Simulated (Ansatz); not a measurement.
Ru:
```
Ru
1.0
    2.70879     0.00000     0.00000
   -1.35439     2.34588     0.00000
    0.00000     0.00000     8.70077
Ru
4
Direct
  0.00000   0.00000   0.00000
  0.66667   0.33333   0.25000
  0.00000   0.00000   0.50000
  0.33333   0.66667   0.75000
```

Relaxed with PBE. Special points in fractions of this cell's reciprocal vectors: Γ (0.000, 0.000, 0.000); M (0.500, 0.000, 0.000); K (0.333, 0.333, 0.000); A (0.000, 0.000, 0.500); L (0.500, 0.000, 0.500); H (0.333, 0.333, 0.500).

Q: List the band energies nearest the Fermi level at these points for PBE in the plane-wave PAW code Ansatz.

A: In eV from the Fermi level; about four levels below and three above (degenerate sets whole), none deeper than 8.9 eV; … stands for higher levels left out; points with the same levels are listed once.

| k | below | above |
|---|---|---|
| Γ | -0.77 -0.77 -0.06 -0.06 | 0.59 0.59 1.15 |
| M | -2.19 -1.53 -0.94 -0.88 | 1.55 1.56 1.58 |
| K | -2.62 -2.62 -2.60 -1.07 -1.07 | 0.14 0.14 0.97 |
| A | -0.36 -0.36 -0.36 -0.36 | … |
| L | -0.83 -0.83 -0.28 -0.28 | 0.85 0.85 1.60 1.60 |
| H | -1.06 -1.06 -0.24 -0.24 | 1.14 1.14 1.47 1.47 |

Space group P6_3/mmc (dhcp (α-La type)). The start of the workflow was typed in or built on a structure type. Its sites differ from those of the usual phase in this space group: another stacking or structure type. The cell was relaxed with PBE under the symmetry of its start; its stability against distortions is not shown here. The run is not spin-polarised. Scalar-relativistic: spin–orbit coupling is off unless named, which matters more the heavier the elements.

Potentials: the later of the program's two PAW sets.
